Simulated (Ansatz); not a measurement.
Starting cell, PbTe (rock salt):

```xyz
4
Lattice="0.0000 6.5690 6.5690 3.2845 0.0000 3.2845 3.2845 3.2845 0.0000" Properties=species:S:1:pos:R:3 pbc="T T T"
Te     0.0000     0.0000     0.0000
Te     0.0000     3.2845     3.2845
Pb     3.2845     3.2845     3.2845
Pb     3.2845     6.5690     6.5690
```

In each cell atom 3 (Pb, nearest neighbour Te at 3.285 Å; its periodic images, 4.6 Å or more away, move with it) moves by s·(0.707, 0.707, 0.000) (along Cartesian [110]), the rest being held.

Method: PBE (plane waves to 420 eV, PAW, scalar-relativistic; Ansatz, an electronic-structure program). k mesh 7×7×7 (Γ-centred), Fermi-Dirac smearing 0.05 eV. F∥ is the force on the atom along that direction. PbTe was relaxed with its symmetry unable to fall. Spin-orbit coupling is left out, though Pb and Te are heavy. 

```csv
s (Å),F∥ (eV/Å)
-0.330,0.495
-0.264,0.361
-0.198,0.249
-0.132,0.155
-0.066,0.074
0.000,0.000
0.066,-0.074
0.132,-0.155
0.198,-0.249
0.264,-0.361
0.330,-0.495
```

Question: What is the force constant k = d²E/ds² of this move at s = 0?

Answer: 1.10 eV/Å². The forces along the line at the two nearest points give (0.074 − (-0.074)) / (2·0.066) = 1.12 eV/Å²; the next pair corrects for the finite step.

(A displaced cell: forces are minus the slopes of the energy, force constants its curvatures, and phonons follow from these.)
